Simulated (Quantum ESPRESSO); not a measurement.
**Kohn-Sham bands of YGe (Cmcm)**

```xyz
4
Lattice="0.0000 0.0000 3.9546 -4.2826 0.0000 0.0000 2.1413 -5.3622 0.0000" Properties=species:S:1:pos:R:3 pbc="T T T"
Y      0.0000    -1.4865    -0.9887
Y      0.0000     1.4865     0.9887
Ge    -2.1413     0.9049    -0.9887
Ge     2.1413    -0.9049     0.9887
```

Structure: Materials Project mp-9971, symmetrised, not relaxed again. Not found in the COD (Crystallography Open Database) copy used; not checked further. Level: PBEsol, no spin polarisation, no spin-orbit coupling; pw.x of Quantum ESPRESSO at 63 Ry with PseudoDojo potentials, 6×6×6 k-points, Wannier90. Density: 8×8×8 mesh, cold smearing 0.01 Ry. Spin-orbit coupling, left out, would split the p-like bands by a few tenths of an eV.

**Question.** List the Kohn-Sham levels between −8 and 3.0 eV relative to the Fermi level at the high-symmetry points, as a band run of pw.x on that density gives them (levels within 2 meV counted together).

**Answer.** 
| point | k (reciprocal lattice) | levels (eV) |
|---|---|---|
| Γ | 0.000 0.000 0.000 | -7.02, -2.82, -1.93, -1.23, -0.96, 0.31, 0.58, 1.43, 2.53, 2.78, 2.80, 2.81 |
| Y | 0.000 0.000 -0.500 | -7.56, -2.12, -1.63, -1.50, -0.85, -0.78, 1.35, 1.89, 1.94 (×2), 1.97, 2.77 |
| C_0 | 0.000 -0.420 -0.290 | -6.52, -4.38, -2.35, -2.17, -1.99, 0.33, 0.80, 0.93, 2.00, 2.07, 2.47 |
| Σ_0 | 0.000 -0.580 0.290 | -6.52, -4.38, -2.35, -2.17, -1.99, 0.33, 0.80, 0.93, 2.00, 2.07, 2.47 |
| Z | 0.500 0.000 0.000 | -3.10 (×2), -1.97 (×2), -1.07 (×2), 2.74 (×2) |
| A_0 | 0.500 -0.580 0.290 | -3.34 (×2), -2.05 (×2), -0.24 (×2), 2.17 (×2) |
| E_0 | 0.500 -0.420 -0.290 | -3.34 (×2), -2.05 (×2), -0.24 (×2), 2.17 (×2) |
| T | 0.500 0.000 -0.500 | -4.17 (×2), -1.55 (×2), -0.11 (×2), 1.90 (×2), 2.41 (×2) |
| S | 0.000 -0.500 0.000 | -6.43, -4.28, -3.01, -2.16, -1.91, 0.14, 1.08, 1.43, 2.16, 2.39, 2.80 |
| R | 0.500 -0.500 0.000 | -3.06 (×2), -2.16 (×2), -0.53 (×2) |
